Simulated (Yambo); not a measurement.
Yambo run on PtS$_{2}$ (CdI2 type, space group P-3m1, No. 164). The wavefunctions are PBEsol (Quantum ESPRESSO, PseudoDojo norm-conserving, 84 Ry, with spin-orbit coupling) ones on a 6×6×2 mesh (30 occupied bands); a = 3.5487 Å, b = 3.5487 Å, c = 5.5971 Å, α = 90.00°, β = 90.00°, γ = 120.00°.

Yambo input:

```
rim_cut
HF_and_locXC
RandQpts= 1000000
RandGvec= 1 Ry
EXXRLvcs= 84 Ry
VXCRLvcs= 336 Ry
% QPkrange
 1 | 1 | 30 | 31 |
 2 | 2 | 30 | 31 |
 4 | 4 | 30 | 31 |
 7 | 7 | 30 | 31 |
 8 | 8 | 30 | 31 |
 9 | 9 | 28 | 32 |
 13 | 13 | 30 | 31 |
 14 | 14 | 30 | 31 |
%
```

k points by index: 1 = Γ, 2 = A, 4 = (0, 0.167, -0.5), 7 = M, 8 = L, 9 = (0.167, 0.167, 0), 13 = K, 14 = H.

The o-*.hf file then holds:

```
#    K-point    Band    Eo [eV]    Ehf [eV]    Vxc [eV]    Vnlxc [eV]
#
    1    30    -0.127214    -2.013609    -13.32484    -15.21123
    1    31    2.602863    6.115442    -16.45445    -12.94187
    2    30    -0.620076    -2.775857    -13.70310    -15.85888
    2    31    2.819592    6.498285    -16.78147    -13.10278
    4    30    0.000000    -2.699034    -16.72836    -19.42739
    4    31    1.657467    4.950721    -16.11486    -12.82161
    7    30    -1.790384    -5.521850    -18.60649    -22.33796
    7    31    2.152938    6.053425    -16.69534    -12.79485
    8    30    -1.335645    -4.039320    -13.22483    -15.92851
    8    31    2.367057    6.157138    -16.56997    -12.77989
    9    28    -1.094567    -4.492076    -16.86025    -20.25775
    9    29    -0.029482    -2.462977    -15.45189    -17.88538
    9    30    -0.029482    -2.462977    -15.45189    -17.88538
    9    31    1.590553    5.139654    -15.68122    -12.13212
    9    32    1.590553    5.139654    -15.68122    -12.13212
    13    30    -0.881063    -4.488193    -18.12460    -21.73173
    13    31    1.330952    4.931776    -16.17651    -12.57569
    14    30    -1.143944    -5.015716    -18.41619    -22.28796
    14    31    2.164828    6.098692    -16.46200    -12.52814
```
Exchange alone, without screening.

Geometry of the Materials Project entry, not relaxed at this level.

The distance between layers or molecules is the database entry's, not relaxed here. Functionals without dispersion can leave it too large, which widens gaps and weakens the response across layers: the numbers belong to this cell.
